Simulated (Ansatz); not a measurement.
Ansatz (a quantum-chemistry and plane-wave program) input:

Ansatz 0.2 input:
```yaml
crystal:
  lattice:
    - [7.575414182, -2.7411003891, 0.0]
    - [7.575414182, 2.7411003891, 0.0]
    - [0.0, 0.0, 5.306149786]
  atoms:
    - { symbol: Si, position: [0.6807965946, 0.3192034054, 0.75] }
    - { symbol: Si, position: [0.3192034054, 0.6807965946, 0.25] }
    - { symbol: Bi, position: [0.6181311071, 0.0515823044, 0.25] }
    - { symbol: Bi, position: [0.3818688929, 0.9484176956, 0.75] }
    - { symbol: Bi, position: [0.9484176956, 0.3818688929, 0.25] }
    - { symbol: Bi, position: [0.0515823044, 0.6181311071, 0.75] }
    - { symbol: O, position: [0.2495594636, 0.2495594636, 0.0] }
    - { symbol: O, position: [0.7504405364, 0.7504405364, 0.5] }
    - { symbol: O, position: [0.7504405364, 0.7504405364, 0.0] }
    - { symbol: O, position: [0.2495594636, 0.2495594636, 0.5] }
    - { symbol: O, position: [0.7352799295, 0.0809446932, 0.75] }
    - { symbol: O, position: [0.2647200705, 0.9190553068, 0.25] }
    - { symbol: O, position: [0.9190553068, 0.2647200705, 0.75] }
    - { symbol: O, position: [0.0809446932, 0.7352799295, 0.25] }
    - { symbol: O, position: [0.5, 0.5, 0.0] }
    - { symbol: O, position: [0.5, 0.5, 0.5] }
kpoints:
  mp_grid: { grid: [3, 3, 3] }
hamiltonian:
  xc: hse06
  pseudopotentials: { azcp: { folder: ./paw }, kind: paw }
scf:
  n_extra_bands: 16
  occupations: { method: fixed }
output:
  eigenvalues: true
  eigenstates:
    e_range: [-9.0, 12.9]
    kpoints:
      - [0.0, 0.0, 0.166667]  # VBM
      - [0.5, 0.5, 0.0]  # CBM
```

Output (shortened):

```
Pseudopotential: Si, paw, valence charge 4
Pseudopotential: Bi, paw, valence charge 15
Pseudopotential: O, paw, valence charge 6
Functional definition: HSE06
davidson cushion auto → on  (no smearing: the cushion is to keep the highest requested band from converging to the state above it …
Crystal: 16 atoms, lattice volume = 220.364 Å³
Basis set: ecut = 420 eV, 4337 PW (Γ)
Bands: 80, of which v1, the nominal top of the filled ones, is band 64 counted from 1 (63 counted from 0)
Symmetry: 8 space group operations
Space group: Cmcm (ITA 63), of the structure as read, at distance tolerance 6.0e-5 Å
k-points: 8 of 27
SCF iter   1: F=—  HF=-56549.589104 eV  |F-HF|=—  |Δ(HF+E_count)|=         —  Δρ=7.51e-2  dr2=1.24e1  ethr=1.00e-1  ⟨swp⟩=5.5  Hψ=2041  notcnv=0
preconditioner: auto → none
SCF iter   2: F=—  HF=-56547.856416 eV  |F-HF|=—  |Δ(HF+E_count)|=    1.73e0  Δρ=5.40e-2  dr2=4.08e0  ethr=9.69e-3  ⟨swp⟩=3.6  Hψ=1798  notcnv=0  defer=1
SCF iter   3: F=—  HF=-56547.207155 eV  |F-HF|=—  |Δ(HF+E_count)|=   6.49e-1  Δρ=2.07e-2  dr2=9.95e-1  ethr=3.18e-3  ⟨swp⟩=3.4  Hψ=1687  notcnv=0  defer=2
SCF iter   4: F=—  HF=-56547.205675 eV  |F-HF|=—  |Δ(HF+E_count)|=   1.48e-3  Δρ=1.30e-2  dr2=3.78e-1  ethr=7.77e-4  ⟨swp⟩=3.2  Hψ=1555  notcnv=0
iter 5 solved again at ethr=1.32e-5 eV; its pass at ethr=2.96e-4 eV (dr2=1.70e-2 eV) is discarded
SCF iter   5: F=—  HF=-56547.167981 eV  |F-HF|=—  |Δ(HF+E_count)|=   3.77e-2  Δρ=3.68e-3  dr2=1.71e-2  ethr=1.32e-5  ⟨swp⟩=4.1  Hψ=3098  notcnv=0
SCF iter   6: F=—  HF=-56547.172787 eV  |F-HF|=—  |Δ(HF+E_count)|=   4.81e-3  Δρ=1.43e-3  dr2=2.49e-3  ethr=1.32e-5  ⟨swp⟩=3.1  Hψ=1573  notcnv=0
SCF iter   7: F=-56547.173167 eV  HF=-56547.173105 eV  |F-HF|=6.17e-5  |Δ(HF+E_count)|=   3.18e-4  Δρ=3.76e-4  dr2=1.27e-4  ethr=1.94e-6  ⟨swp⟩=3.0  Hψ=1531  notcnv=0
SCF 1 stopped early in 7 iterations: F = -56547.173167 eV  dr2 = 1.27e-4
Crystal: 16 atoms, lattice volume = 220.364 Å³
Exchange kernel: α = 0.2500, screened, ω = 0.2079 Å⁻¹, Wigner–Seitz truncation, v(0) = 1039.3494 eV·Å³, q-mesh 3×3×3, nearest image of the exchange supercell L …
Frozen-core exchange: fock
SCF iter   1: F=—  HF=-56559.800565 eV  |F-HF|=—  |Δ(HF+E_count)|=         —  Δρ=8.52e-3  dr2=1.71e-1  ethr=9.92e-7  ⟨swp⟩=8.9  Hψ=3447  notcnv=0
preconditioner: auto → none
SCF iter   2: F=—  HF=-56559.743359 eV  |F-HF|=—  |Δ(HF+E_count)|=   5.72e-2  Δρ=2.60e-3  dr2=1.40e-2  ethr=9.92e-7  ⟨swp⟩=5.0  Hψ=2776  notcnv=0
SCF iter   3: F=—  HF=-56559.791923 eV  |F-HF|=—  |Δ(HF+E_count)|=   4.86e-2  Δρ=1.42e-3  dr2=4.87e-3  ethr=9.92e-7  ⟨swp⟩=4.8  Hψ=2534  notcnv=0
SCF iter   4: F=—  HF=-56559.790578 eV  |F-HF|=—  |Δ(HF+E_count)|=   1.34e-3  Δρ=6.57e-4  dr2=1.20e-3  ethr=9.92e-7  ⟨swp⟩=4.0  Hψ=2268  notcnv=0
SCF iter   5: F=—  HF=-56559.790314 eV  |F-HF|=—  |Δ(HF+E_count)|=   2.65e-4  Δρ=9.94e-5  dr2=7.00e-5  ethr=6.81e-7  ⟨swp⟩=3.0  Hψ=1545  notcnv=0
SCF iter   6: F=-56559.790752 eV  HF=-56559.790776 eV  |F-HF|=2.36e-5  |Δ(HF+E_count)|=   4.62e-4  Δρ=1.22e-4  dr2=3.38e-5  ethr=1.27e-8  ⟨swp⟩=5.8  Hψ=2671  notcnv=0
SCF 2 stopped early in 6 iterations: F = -56559.790752 eV  dr2 = 3.38e-5
hybrid outer 1: dexx = +5.509e-2 eV, tail = 1.90e-4 eV
Crystal: 16 atoms, lattice volume = 220.364 Å³
Exchange kernel: α = 0.2500, screened, ω = 0.2079 Å⁻¹, Wigner–Seitz truncation, v(0) = 1039.3494 eV·Å³, q-mesh 3×3×3, nearest image of the exchange supercell L …
Frozen-core exchange: fock
SCF iter   1: F=—  HF=-56559.789834 eV  |F-HF|=—  |Δ(HF+E_count)|=         —  Δρ=5.80e-5  dr2=1.05e-5  ethr=7.43e-7  ⟨swp⟩=3.1  Hψ=1428  notcnv=0
preconditioner: auto → none
iter 2 solved again at ethr=4.57e-10 eV; its pass at ethr=5.92e-9 eV (dr2=5.85e-7 eV) is discarded
SCF iter   2: F=—  HF=-56559.789835 eV  |F-HF|=—  |Δ(HF+E_count)|=   9.75e-7  Δρ=2.55e-5  dr2=9.99e-7  ethr=4.57e-10  ⟨swp⟩=2.0  Hψ=3707  notcnv=0
SCF iter   3: F=—  HF=-56559.789837 eV  |F-HF|=—  |Δ(HF+E_count)|=   2.86e-6  Δρ=1.37e-5  dr2=3.19e-7  ethr=4.56e-10  ⟨swp⟩=5.1  Hψ=2136  notcnv=0  defer=4
SCF iter   4: F=-56559.789837 eV  HF=-56559.789837 eV  |F-HF|=4.20e-9  |Δ(HF+E_count)|=   4.97e-8  Δρ=3.76e-6  dr2=2.01e-8  ethr=2.24e-10  ⟨swp⟩=3.0  Hψ=1496  notcnv=0
SCF 3 converged in 4 iterations: F = -56559.789837 eV  dr2 = 2.01e-8
hybrid outer 2: dexx = +2.741e-6 eV, tail = 8.69e-8 eV, Δε = 4.58e-3 eV (about 1.27e-4 eV left of the loop's levels)
NSCF: frozen V_eff on 2 k-points
hybrid SCF converged: 2 outer / 10 inner (+7 warm-up), last move |dexx| = 2.74e-6 eV, tail = 8.69e-8 eV
Stability not checked (fock_operator)
Free energy (F): -56559.789837 eV
Frozen-core exchange: fock
Harris-Foulkes:  -56559.789837 eV  (|F-HF|=4.20e-9)
Internal energy: -56559.789837 eV  (E = F + TS)
E sigma→0 (E₀):  -56559.789837 eV
Fermi energy:    7.777522 eV
--- Per-component energies (eV) ---
  E_band       = -584.360163
  E_kinetic    = 2803.452389
  E_local      = -8955.409397  (includes V_loc(G=0)·N_el)
  E_nonlocal   = 2190.401271
  E_hartree    = 3382.772456
  E_xc         = -1161.753270
  E_vxc        = -1234.425910  (∫ρ·V_xc dr)
  E_exx        = -348.204625  (= α·E_x^exact, valence–valence)
  E_paw        = -45246.274698  (= ΣΔE_a)
  E_vpaw       = -1457.524713  (= ΣTr[D̂ρ^β])
  E_aug_tail   = 0.008685  (compensation charges beyond the density's cutoff)
  E_ewald      = -9225.003063
  E_core_change = 0.220415  (= ΣΔE_core)
  E_smearing   =  0.000000  (= −TS)
  E_closure    = 0.000000  (closes the sum)
  Σ components = -56559.789837   (vs F -56559.789837, Δ=-7.28e-12)
  [band-id]    e_kinetic+e_local+e_nonlocal+2·e_hartree+e_vxc+2·e_exx+e_vpaw+e_augmentation_tail = -584.362013   (vs E_band -584.360163, Δ=-1.85e-3)
--- Band table (eV; the first three rows and the last of 8) ---
  k-point 0: bands = ["-15.8007", "-15.7966", "-15.7564", "-15.4816", "-15.4799", "-15.4736", "-15.4679", "-15.4364", "-15.4210", "-15.3991", "-15.3945", "-15.3908", "-15.3792", "-15.3582", "-15.3540", "-15.3487", "-15.3483", "-15.3420", "-15.3321", …
  k-point 1: bands = ["-15.7755", "-15.7559", "-15.7300", "-15.5502", "-15.4636", "-15.4565", "-15.4547", "-15.4473", "-15.4250", "-15.4153", "-15.4086", "-15.4032", "-15.3856", "-15.3704", "-15.3635", "-15.3566", "-15.3526", "-15.3439", "-15.3399", …
  k-point 2: bands = ["-15.7897", "-15.7871", "-15.6931", "-15.5448", "-15.4675", "-15.4671", "-15.4666", "-15.4416", "-15.4136", "-15.4011", "-15.4009", "-15.3946", "-15.3835", "-15.3726", "-15.3702", "-15.3667", "-15.3552", "-15.3476", "-15.3357", …
  k-point 7: bands = ["-15.7647", "-15.7379", "-15.7160", "-15.6107", "-15.4676", "-15.4546", "-15.4493", "-15.4441", "-15.4310", "-15.4255", "-15.4249", "-15.4183", "-15.3790", "-15.3627", "-15.3595", "-15.3520", "-15.3494", "-15.3386", "-15.3374", …
```

Cost: roughly 4 core-minutes on shared cores.

The points marked VBM and CBM come from a semilocal run.

The start of the workflow was typed in or built on a structure type; neither database checked (COD, Materials Project) lists it. Whether it is the stable phase at ambient conditions was not checked. Symmetry was held in the r²SCAN relaxation; whether a distortion lowers the energy is not shown. Scalar-relativistic: spin–orbit coupling is off unless named, which matters more the heavier the elements.

Potentials: the earlier of the program's two PAW sets.

Ansatz is a plane-wave DFT program.
